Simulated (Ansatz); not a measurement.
Input:

Yb:
```cif
data_Yb
_chemical_formula_sum 'Yb1'
_space_group_name_H-M_alt 'P 1'
_space_group_IT_number 1
_cell_length_a 3.45347
_cell_length_b 3.45347
_cell_length_c 3.45347
_cell_angle_alpha 109.471
_cell_angle_beta 109.471
_cell_angle_gamma 109.471
loop_
_space_group_symop_operation_xyz
  'x, y, z'
loop_
_atom_site_label
_atom_site_type_symbol
_atom_site_fract_x
_atom_site_fract_y
_atom_site_fract_z
_atom_site_occupancy
Yb1 Yb 0.00000 0.00000 0.00000 1
```

This is the PBEsol-relaxed structure.

### Question
All from PBEsol in the plane-wave PAW code Ansatz, unless another level is named. Give the vibrational entropy at 300 K.

### Answer
54.6 J/(K·mol of atoms).

### Question
Next, the zero-point energy?

### Answer
12.7 meV/atom.

### Question
What about the bulk modulus (Birch–Murnaghan fit)?

### Answer
22.9 GPa.

Space group Im-3m (bcc (W type)). The workflow started from a Materials Project entry (that database holds measured and hypothetical structures alike); the Crystallography Open Database copy checked does not list it. It is not the phase usual at ambient conditions (space group No. 225). The PBEsol relaxation kept the symmetry of its start; its stability against distortions is not shown here. No spin polarisation was allowed. The 4f shell is in the valence. No Hubbard U is applied. Scalar-relativistic: spin–orbit coupling is off unless named, which matters more the heavier the elements.

Potentials: the later of the program's two PAW sets.
